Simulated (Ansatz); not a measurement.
Ga:
```yaml
crystal:
  lattice:
    - [0.00000, 2.88915, 2.88915]
    - [2.88915, 0.00000, 2.88915]
    - [2.88915, 2.88915, 0.00000]
  atoms:
    - { symbol: Ga, position: [0.00000, 0.00000, 0.00000] }
    - { symbol: Ga, position: [0.25000, 0.25000, 0.25000] }
```

Relaxed with r²SCAN.

Q: Map the electron localisation function on the plane through (0.000, 0.000, 0.000) spanned by u = [1, 0, 0] and v = [-1, 1, 1] in lattice vectors, from r²SCAN (plane waves, PAW; program Ansatz).

A: x is the fraction of u, y of v (the angle between them is 90°; rows are the nearest grid lines); atoms in the plane: Ga at (0.00, 0.00), Ga at (0.50, 0.25).
```
|@ .:--=+=====+=--:. @|
|  .:--===---===--:.  |
|:::-----:...:-----:::|
|-------:.....:-------|
|------::.....::------|
|====--:.......:--====|
|---::....   ....::---|
|:::...............:::|
|.....................|
|.....................|
|.......:::::::.......|
|  ....::-----::....  |
| ....:--=====--:.... |
|....:--==---==--:....|
|...:-------------:...|
|.::-----::.::-----::.|
|::-==--:.. ..:--==-::|
|--===--:. . .:--===--|
|==+++=-:.   .:-=+++==|
|--=+*+--:...:--+*+=--|
|---=++=--:::--=++=---|
|::--=++=-----=++=--::|
|  .:-=+++===+++=-:.  |
|@ .:--=+=====+=--:. @|
```
Scale: ten equal steps from -0.080 (start of ' ') to 0.999 (end of '@'), in the order ' .:-=+*#%@'; x runs from 0.000 to 1.00, y from 0.000 (bottom) to 1.00 (top).

The density is the valence pseudo-density with augmentation charge, so density and ELF within about 1 Å of a nucleus are not all-electron values.

Space group Fd-3m (diamond). The start of the workflow was typed in or built on a structure type; neither database checked (COD, Materials Project) lists it. It is not the phase usual at ambient conditions (space group No. 64). The r²SCAN relaxation kept the symmetry of its start. At this level the phase is mechanically unstable. The volume moved by -21 % from the start of the relaxation.

Potentials: the earlier of the program's two PAW sets.
